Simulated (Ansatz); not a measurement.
# Two Ansatz runs on BeCo

The geometry is COD entry 9008806, unchecked; take it as a test cell. The listed cell was then made from it by scaling, straining or moving an atom.

First run: DFT, LDA, all-electron LAPW, scalar-relativistic (Ansatz 0.2.0).

Command: `ansatz run input.yaml --threads 1 --pin off --max-ram 3072MiB --backend cpu --events-out ev --progress --plain --runs-dir out` The run took 91 s on 1 thread of Intel(R) Xeon(R) Platinum 8488C (Sapphire Rapids) (shared host).

```yaml
crystal:
  lattice:
    - [2.6737183902, 0.0, 0.0]
    - [0.0, 2.6737183902, 0.0]
    - [0.0, 0.0, 2.6737183902]
  atoms:
    - { symbol: Be, position: [0.0, 0.0, 0.0] }
    - { symbol: Co, position: [0.5, 0.5, 0.5], spin: 2.0 }
magnetization:
  spin_polarized: true
kpoints:
  mp_grid: { grid: [13, 13, 13] }
scf:
  occupations: { method: fermi_dirac, width: 0.05 }
hamiltonian:
  xc: lda
  pseudopotentials: { kind: all_electron, lapw: { basis_error: 0.001 } }
output:
  forces: true
  stress: true
relax:
  f_tol: 0.005
  max_steps: 80
  cell: {}
```

Result: converged; relaxed volume 8.166 Å³/atom; moment 0.33 μB; 41 SCF iterations in all.

The input is then changed:

```diff
@@ -5,6 +5,6 @@
     - [0.0, 0.0, 2.6737183902]
   atoms:
-    - { symbol: Be, position: [0.0, 0.0, 0.0] }
-    - { symbol: Co, position: [0.5, 0.5, 0.5], spin: 2.0 }
+    - { symbol: Be, position: [0.0, 0.0, 0.0], spin: -0.5 }
+    - { symbol: Co, position: [0.5, 0.5, 0.5], spin: 1.0 }
 magnetization:
   spin_polarized: true
```

(1) What does the second run give?

Answers

(1) It converged; relaxed volume 8.166 Å³/atom; moment 0.33 μB; 40 SCF iterations in all.
